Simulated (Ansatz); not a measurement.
## An elastic constant from a strain scan in Cu₃O₂

Computed with DFT PBEsol, scalar-relativistic, plane waves, PAW (Ansatz 0.2.0). Settings: plane waves to 420 eV, k-mesh 16×16×16 (Γ-centred), Gaussian smearing 0.15 eV. No spin polarisation. Energies are free energies at this smearing, counted from the undisturbed cell; pressure is positive in compression.

Reference structure (relaxed at this level; it needn't be the usual structure):

```xyz
5
Lattice="-1.9847 1.9847 3.6305 1.9847 -1.9847 3.6305 1.9847 1.9847 -3.6305" Properties=species:S:1:pos:R:3 pbc="T T T"
Cu    1.9847    0.0000    1.8152
Cu    0.0000    1.9847    1.8152
Cu    0.0000    0.0000    0.0000
O     1.9847    0.0000    0.0000
O     0.0000    1.9847    0.0000
```

The cell is strained by ε times the Voigt pattern (1, 1, 0, 0, 0, 0) (xx, yy, zz, yz, xz, xy; engineering shear) with fractional coordinates fixed. The cell holds 5 atoms in V0 = 57.20 Å³. The stress column is τ = (1/V0) dE/dε, got from the stress tensor σ (compression positive) at each point as −det(1 + εP) σ : P(1 + εP)⁻¹, with P the pattern as a tensor.

```
      ε  ΔE (meV/atom)  τ (GPa)
-0.0400         31.685  -23.921
-0.0200          7.369  -10.637
 0.0000          0.000   -0.085
 0.0100          1.550    4.317
 0.0300         13.162   11.633
 0.0400              ?        ?
```

**Question.** Which combination of elastic constants does this scan measure, and how large is it?

**Answer.** For small ε, τ = τ0 + Kε with K = pᵀCp, which for this pattern is C11 + C22 + 2 C12 in the Cartesian frame shown. The parabola through τ at ε = -0.0200, 0 and 0.0100 has slope K = 469 GPa at zero. The energies per cell, E = NΔE, of the same two points give K = 2[E(ε₊)/ε₊ − E(ε₋)/ε₋]/[(ε₊ − ε₋)V0] = 489 GPa, in agreement.

**Question.** Predict the withheld row at ε = 0.0400 from the harmonic law, and compare.

**Answer.** ΔE = V0(τ0 ε + Kε²/2)/N = 26.568 meV/atom and τ = 18.69 GPa. The calculation gives 22.562 meV/atom and 14.63 GPa: the energy lies 15 % below the harmonic value, as bonds soften when stretched.

No gap shows at this level, though a semilocal functional can close a small gap that the real compound has; without a gap these slopes depend on the k mesh and the smearing.

Cost: 6 runs of about 6.9 core-minutes in all, on Intel Xeon Processor @ 2.50GHz (Skylake/Cascade Lake) (shared hosts).